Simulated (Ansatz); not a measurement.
**Elastic constants of MnRh at 5 GPa (stress–strain coefficients): input and output**

Method: Ansatz 0.2.0, DFT LDA, scalar-relativistic, plane waves, PAW.

Launched with:
```bash
ansatz run input.yaml --threads 1 --pin off --max-ram 3072MiB --backend cpu --events-out ev --progress --plain --runs-dir out
```

Input (bare energies are in eV):
```yaml
crystal:
  lattice:
    - [2.9332887856, 0.0, 0.0]
    - [0.0, 2.9332887856, 0.0]
    - [0.0, 0.0, 2.9332887856]
  atoms:
    - { symbol: Mn, position: [0.0, 0.0, 0.0], spin: 3.47 }
    - { symbol: Rh, position: [0.5, 0.5, 0.5], spin: 0.68 }
basis:
  ecutwfc: 420
kpoints:
  mp_grid: { grid: [14, 14, 14] }
hamiltonian:
  xc: lda
scf:
  occupations: { method: gaussian, width: 0.2 }
output:
  forces: true
  stress: true
  eigenvalues: true
  populations: true
magnetization:
  spin_polarized: true
elastic:
  mode: relaxed_ion
  amplitude: 0.005
```

From the output:
```
--- Elastic constants: 2 strain directions × 4 members + reference (group order 48) ---
  dense FFT box of the reference and of every strained cell: 20×20×20
  strains applied: 11, 23; error gains: componentwise 1.00 (the most a stress slope's error grows in a printed constant), spectral 1.73 (1 for all six strains in a standard setting)
  C = ∂σ_k/∂η_j (tension-positive GPa; Voigt order 11 22 33 23 13 12):
       336.219    206.000    206.000     -0.000     -0.000     -0.000
       206.000    336.219    206.000     -0.000     -0.000     -0.000
       206.000    206.000    336.219     -0.000     -0.000     -0.000
        -0.000     -0.000     -0.000    144.088      0.000      0.000
         0.000      0.000     -0.000      0.000    144.088      0.000
         0.000     -0.000      0.000      0.000     -0.000    144.088
  reference stress σ⁰ (GPa):     -4.991     -4.991     -4.991     -0.000     -0.000     -0.000
  C* (energy form; C + prestress term) asymmetry max|C*_kj − C*_jk| = 1.137e-13 GPa — a small one proves nothing (zero by symmetry where the batch's group is 432, −43m or m−3m); a large one is finite-difference/SCF noise where every solve ...
  moduli (Voigt/Reuss/Hill, GPa): K = 249.41/249.41/249.41   G = 112.50/97.02/104.76   E = 275.67   ν = 0.316
  mechanically stable: yes (min eigenvalue of sym C = 130.22 GPa)
  strain η (Voigt 11):  stress-route row diagonal C_11 = 336.22 GPa, energy-path curvature d²(F+E_count+ΔE)/dδ²/Ω₀ = 336.18 GPa
    cells at ±δ against ±2δ: C21 206.05 and 206.20 GPa, apart by 0.04 % of the column's largest entry
         δ    σ_11 (GPa) F (eV) n_scf n_hpsi n_pw
    -1.000e-2      -8.4549      -10119.8073406      13  307671    508   relax 0 steps, max|allowed force component| 3.16e-30 eV/Å
    -5.000e-3      -6.6980      -10119.8133022       6  209910    508   relax 0 steps, max|allowed force component| 9.66e-30 eV/Å
     5.000e-3      -3.3358      -10119.8211802       7  246680    512   relax 0 steps, max|allowed force component| 8.68e-30 eV/Å
     1.000e-2      -1.7307      -10119.8231703       9  246494    514   relax 0 steps, max|allowed force component| 1.66e-29 eV/Å
  strain η (Voigt 23):  stress-route row diagonal C_44 = 144.09 GPa, energy-path curvature d²(F+E_count+ΔE)/dδ²/Ω₀ = 146.57 GPa
    cells at ±δ against ±2δ: C44 144.08 and 144.07 GPa, apart by 0.01 % of the column's largest entry
         δ    σ_23 (GPa) F (eV) n_scf n_hpsi n_pw
    -1.000e-2      -1.4407      -10119.8167496      10  416908    508   relax 0 steps, max|allowed force component| 3.94e-31 eV/Å
    -5.000e-3      -0.7204      -10119.8176135       5  271955    508   relax 0 steps, max|allowed force component| 1.58e-30 eV/Å
     5.000e-3       0.7204      -10119.8176135       5  270861    508   relax 0 steps, max|allowed force component| 3.94e-31 eV/Å
     1.000e-2       1.4407      -10119.8167496       9  380180    508   relax 0 steps, max|allowed force component| 2.60e-29 eV/Å
--- Löwdin populations: 2 sites ---
  site symbol q [e]    m [muB]
     0     Mn     14.5574     3.3258
     1     Rh     17.1545     0.6128
  spilling = 0.009005 (of n_electrons = 32.000000)
```

It took 3.1 min on 1 thread of Arm Neoverse V1, on a shared host, peak memory 0.69 GiB.

In a metal, frequencies and elastic constants depend on the k mesh and the smearing, soft modes and shear constants most. Other phases may be more stable at this pressure.